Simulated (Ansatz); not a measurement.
A geometry of WC away from equilibrium: step 2 of the relaxation of a relaxed WC cell displaced along its unstable phonon at q = (½, ½, 0) of its primitive reciprocal cell (148i cm⁻¹), largest move 0.15 Å. These are PBEsol (plane waves to 420 eV, PAW, scalar-relativistic; Ansatz, a program for electronic structure) values and carry that method's errors. Γ-centred k-mesh 13×13×13 on the run's cell (coarser than for final values), Fermi–Dirac smearing 0.05 eV. The plane waves were selected for a different cell earlier on the path.

```yaml
crystal:
  lattice:
    - [0.00000, 4.30955, 4.43430]
    - [2.15477, 2.15477, 4.43430]
    - [2.15477, 2.15477, 0.00000]
  atoms:
    - { symbol: C, position: [0.00000, 0.02475, 0.97525] }
    - { symbol: C, position: [0.50000, 0.97525, 0.02475] }
    - { symbol: W, position: [0.00000, 0.52288, 0.47712] }
    - { symbol: W, position: [0.50000, 0.47712, 0.52288] }
```

What forces act on the atoms (eV/Å)?


| atom | Fx | Fy | Fz |
|---|---|---|---|
| C1 | 0.00 | 0.00 | -0.14 |
| C2 | 0.00 | 0.00 | 0.14 |
| W3 | 0.00 | 0.00 | 0.48 |
| W4 | 0.00 | 0.00 | -0.48 |

The path ends in P4/nmm (No. 129). No spin polarisation in the result.

The run could not lose the symmetry of its start, so the end can be a saddle point.

Of the parent cell (Fm-3m (No. 225)): The first start was generated by placing the elements on the sites of a structure type. Materials Project lists a structure of WC in the same space group, Fm-3m (No. 225); the sites were not compared with it, nor with measured phases. Known forms of WC include space group No. 187.

The end of the path is a generated cell of WC: the first start was made by placing the elements on the sites of a structure type, and the end was not matched to a known phase here, so it may be hypothetical. Known forms of WC include space group No. 187.
